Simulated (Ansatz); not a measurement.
CaZn:
```
CaZn
1.0
    2.12061    -5.55139     0.00000
    2.12061     5.55139     0.00000
    0.00000     0.00000     4.44579
Ca Zn
2 2
Cartesian
  2.12061   3.94165   3.33434
  2.12061  -3.94165   1.11145
  2.12061   0.65825   3.33434
  2.12061  -0.65825   1.11145
```

Relaxed with r²SCAN. Special points in fractions of this cell's reciprocal vectors: Γ (0.000, 0.000, 0.000); Y (-0.500, 0.500, 0.000); C0 (-0.286, 0.714, 0.000); Σ0 (0.286, 0.286, 0.000); Z (0.000, 0.000, 0.500); A0 (0.286, 0.286, 0.500); E0 (-0.286, 0.714, 0.500); T (-0.500, 0.500, 0.500); S (0.000, 0.500, 0.000); R (0.000, 0.500, 0.500).

List the band energies nearest the Fermi level at these points for plane-wave PAW r²SCAN (Ansatz code).

In eV from the Fermi level; about four levels below and three above (degenerate sets whole), none deeper than 8.9 eV; points with the same levels are listed once.

```csv
k,below,above
Γ,-7.09 -7.09 -6.92 -2.54 -0.68,0.55 0.79 1.00
Y,-7.09 -7.09 -6.43 -4.16,0.37 0.93 1.12
C0,-7.09 -5.66 -2.59 -2.58,0.25 0.45 0.93
Z,-5.04 -5.04 -0.09 -0.09,0.73 0.73 1.38 1.38
A0,-0.81 -0.81 -0.57 -0.57,1.47 1.47 4.27 4.27
T,-4.62 -4.62 -1.91 -1.91,1.91 1.91 2.36 2.36
S,-5.66 -3.00 -1.49 -0.76,0.29 1.18 2.23
R,-0.95 -0.95 -0.08 -0.08,1.08 1.08 4.33 4.33
```

Space group Cmcm. The first step of the workflow began from a Materials Project structure, measured or hypothetical; the Crystallography Open Database copy checked does not list it. Its standing as an ambient phase is unchecked. The r²SCAN relaxation kept the symmetry of its start; whether a distortion lowers the energy is not shown.

Potentials: the later of the program's two PAW sets.
